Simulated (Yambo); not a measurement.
Input:

```
CsNbN2
1.0
    0.00000     4.48116     4.48116
    4.48116     0.00000     4.48116
    4.48116     4.48116     0.00000
N Nb Cs
4 2 2
Cartesian
  1.12029   1.12029   1.12029
  1.12029   3.36087   3.36087
  3.36087   3.36087   1.12029
  3.36087   1.12029   3.36087
  2.24058   2.24058   2.24058
  0.00000   0.00000   0.00000
  6.72174   6.72174   6.72174
  4.48116   4.48116   4.48116
```

Workflow: norm-conserving PBEsol (Quantum ESPRESSO, 84 Ry, without SOC), then G0W0 in Yambo (2×2×2 Γ-centred k mesh, bands 3 to 330 and a 8 Ry block in the screening, 330 bands in G with the Bruneval-Gonze terminator, plasmon pole fitted at 27.2 eV).

Problem. Give the PBEsol and G0W0 gaps between the band edges found on this mesh, and say where the edges lie.

Solution. Edges: L → Γ. PBEsol: 1.60 eV; G0W0: 2.42 eV. Nearest settings tried, and what they do to the gap: 121 bands in W, 121 bands in G: +96 meV; 2 Ry block (65 vectors against 531): +18 meV. Not varied: mesh. So the settings aren't converged at that level. The k mesh is coarse. Spin-orbit splittings are left out.

Geometry of the Materials Project entry, not relaxed at this level.

The structure is a Materials Project entry; no match was found in the copy of COD used, and its stability was not checked.
